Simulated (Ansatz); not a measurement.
Starting cell, Ge (diamond):

```yaml
crystal:
  lattice:
    - [0.00000, 2.88111, 2.88111]
    - [2.88111, 0.00000, 2.88111]
    - [2.88111, 2.88111, 0.00000]
  atoms:
    - { symbol: Ge, position: [0.50000, 0.50000, 0.50000] }
    - { symbol: Ge, position: [0.75000, 0.75000, 0.75000] }
```

In each cell atom 2 (Ge, nearest neighbour Ge at 2.495 Å; its periodic images, 4.1 Å or more away, move with it) moves by s·(0.577, 0.577, 0.577) (along Cartesian [111]), the rest being held.

These are PBE (plane waves to 420 eV, PAW, scalar-relativistic; Ansatz, a program for electronic structure) values and carry that method's errors. k mesh 11×11×11 (Γ-centred), Fermi-Dirac smearing 0.05 eV. Energies are smeared free energies. Compression counts positive. With partly filled bands, energies and forces of such displacements shift with the k mesh and the smearing. Ge was relaxed with its symmetry unable to fall. The PAW data are Ansatz's earlier set. The zero of ΔE is the undisplaced structure.

Problem. Predict the ΔE (eV/cell) and P (GPa) at s (Å) = -0.200, -0.100, 0.050, 0.100, 0.150.

Solution. 
```csv
s (Å),ΔE (eV/cell),P (GPa)
-0.200,0.238,1.5
-0.100,0.054,0.4
0.050,0.012,0.1
0.100,0.044,0.3
0.150,0.095,0.6
```

(A displaced cell: forces are minus the slopes of the energy, force constants its curvatures, and phonons follow from these.)
